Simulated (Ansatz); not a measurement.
A geometry of Sb away from equilibrium: the start of the relaxation of a relaxed Sb cell, doubled along one cell vector, shaken by Gaussian noise of σ = 0.08 Å a coordinate. The numbers are results of r2SCAN (plane waves to 500 eV, PAW, scalar-relativistic; Ansatz, a first-principles code), not measurements. Γ-centred k-mesh 10×10×3 on the run's cell (coarser than for final values), Fermi–Dirac smearing 0.05 eV.

```xyz
4
Lattice="1.9727 -2.9133 0.0000 1.9727 2.9133 0.0000 0.0000 0.0000 10.9931" Properties=species:S:1:pos:R:3:forces:R:3 pbc="T T T" free_energy=-25995.205 pressure_GPa=0.7
Sb     1.8993    -1.4852     1.6743    0.1627   -0.0058    0.3634
Sb     1.9693    -1.3162     7.2339   -0.6658    0.0663   -0.6637
Sb     1.9478     1.3594     3.8567   -0.1648    0.0109   -0.3805
Sb     1.8469     1.4654     9.2380    0.6680   -0.0713    0.6808
```

Positions in Å, forces in eV/Å, free energy of the cell in eV (comparable only within this code, potentials and settings). Largest force: 0.96 eV/Å, on Sb4 (atoms numbered as listed); the geometry lies 0.36 eV/atom above the end of its relaxation.

No spin polarisation in the result. No dispersion correction is included, so spacings between layers, chains or molecules are soft and tend to come out too large.

The end of the path is a generated cell of Sb: the first start was made by placing the elements on the sites of a structure type, and the end was not matched to a known phase here, so it may be hypothetical. Known forms of Sb include space group No. 166.
